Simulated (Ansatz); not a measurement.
An elastic tensor (GPa, Voigt order, standard axes) from plane-wave PAW PBEsol (Ansatz code):

|  | 1 | 2 | 3 | 4 | 5 | 6 |
|---|---|---|---|---|---|---|
| 1 | 202 | 158 | 158 | 0.0 | 0.0 | 0.0 |
| 2 | 158 | 202 | 158 | 0.0 | 0.0 | 0.0 |
| 3 | 158 | 158 | 202 | 0.0 | 0.0 | 0.0 |
| 4 | 0.0 | 0.0 | 0.0 | 46.1 | 0.0 | 0.0 |
| 5 | 0.0 | 0.0 | 0.0 | 0.0 | 46.1 | 0.0 |
| 6 | 0.0 | 0.0 | 0.0 | 0.0 | 0.0 | 46.1 |

Q: Which compound is it?
A) CuAu3, Cu3Au type
B) Cu2Se, anti-fluorite
C) HfRh3, Cu3Au type
D) MgCu2, cubic Laves (MgCu2 type)

A: A, CuAu3, Cu3Au type

Space group Pm-3m (Cu3Au type). The first step of the workflow began from a Materials Project structure, measured or hypothetical; the Crystallography Open Database files this formula in space group No. 221, but the cells were not matched. Whether it is the stable phase at ambient conditions was not checked. The cell was relaxed with PBEsol under the symmetry of its start; of distortions, only those at the zone centre were tested. The run is not spin-polarised. As this level gives no gap, shear constants depend on the k-mesh and smearing (Fermi–Dirac, 0.1 eV here). Scalar-relativistic: spin–orbit coupling is off unless named, which matters more the heavier the elements.

Potentials: the later of the program's two PAW sets.
